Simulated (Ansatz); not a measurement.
**Si: a jump of Au**

Theory: Ansatz 0.2.0, DFT r2SCAN, scalar-relativistic, plane waves, PAW. Settings: 500 eV cutoff, 2×2×2 k-mesh, Gaussian smearing of 0.02 eV, no spin polarisation.

Host crystal, relaxed:

```
Si
1.0
     0.00000    2.72185    2.72185
     2.72185    0.00000    2.72185
     2.72185    2.72185    0.00000
Si
2
Direct
  0.75000 0.75000 0.75000
  0.50000 0.50000 0.50000
```

In a supercell of 16 host sites with charge +1, interstitial Au hops to an equivalent place, moving 1.75 Å between the relaxed ends. Climbing-image nudged elastic band at fixed cell with images 0 (start) to 6 (end), the path measured over all atoms, converged to 0.05 eV/Å; the order of the saddle wasn't checked, and the small cell leaves errors of about a tenth of an eV.

Supercell rows in host cell vectors: 0 -2 2; 0 0 2; -2 0 2. Au was set at (0.000, 0.000, 0.000) of the host cell.

At the relaxed start Au has 2 Si at 2.41 Å, 2 Si at 2.42 Å, 1 Si at 2.48 Å, 1 Si at 2.54 Å, 1 Si at 3.16 Å.

Spin-orbit coupling is left out, which matters for the bands and energies of heavy elements.

Problem. What barrier does the band give, and what surrounds the atom at the top?

Solution. 0.27 eV at image 3, where Au has 1 Si at 2.42 Å, 1 Si at 2.46 Å, 1 Si at 2.50 Å, 2 Si at 2.51 Å, 2 Si at 2.57 Å, 2 Si at 3.06 Å, 1 Si at 3.14 Å.

Cost: 1 run of about 20 core-minutes, on Intel Xeon Platinum 8259CL (Skylake/Cascade Lake) (shared hosts).